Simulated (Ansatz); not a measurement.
The elements of this relaxed trial crystal are hidden behind letters.

```
lattice vectors (Å)
   3.0687    1.7717    2.3328
  -3.0687    1.7717    2.3328
   0.0000   -3.5434    2.3328
fractional positions
X 0.3701 0.3701 0.3701
X 0.6299 0.6299 0.6299
Z 0.0000 0.3797 0.6203
Z 0.6203 0.0000 0.3797
Z 0.3797 0.6203 0.0000
```

Theory: DFT PBE, scalar-relativistic, plane waves, PAW in Ansatz. Plane waves to 420 eV, a 12×12×12 mesh through Γ for the 5-atom cell and 0.10 eV Gaussian smearing; no spin polarisation.

* Space group: R32 (No. 155)
* Conventional cell: a = 6.137 Å, c = 6.998 Å
* Volume per atom: 15.22 Å³
* Density: 2.50 g/cm³
* Energy over the elements: +0.23 eV/atom
* Gap on the 12×12×12 mesh of the 5-atom cell: 0 eV (a metal)

Energies are uncorrected and count from the elements' standard states at the same level.

Task: X is a p-block element of period 2 and Z is a p-block element of period 3. Which elements are they?

Result: X = B, Z = P, so the formula is B2P3. Density times volume gives a mean mass of 2.50 × 15.22/1.6605 = 22.9 u per atom, and this set has 22.9 u. Among the elements that the hints allow, noble gases aside, only these give it. Around B lie 1 B at 1.82 Å and 3 P at 1.94 Å; P is surrounded by 2 B at 1.94 Å and 2 P at 2.38 Å.

An odd number of electrons in the primitive cell allows no gap without spin; a larger cell or a magnetic state could open one. The cell is a metal run without spin; a magnetic state may lie lower. Symmetry constrained the relaxation, so the result can be a saddle point.
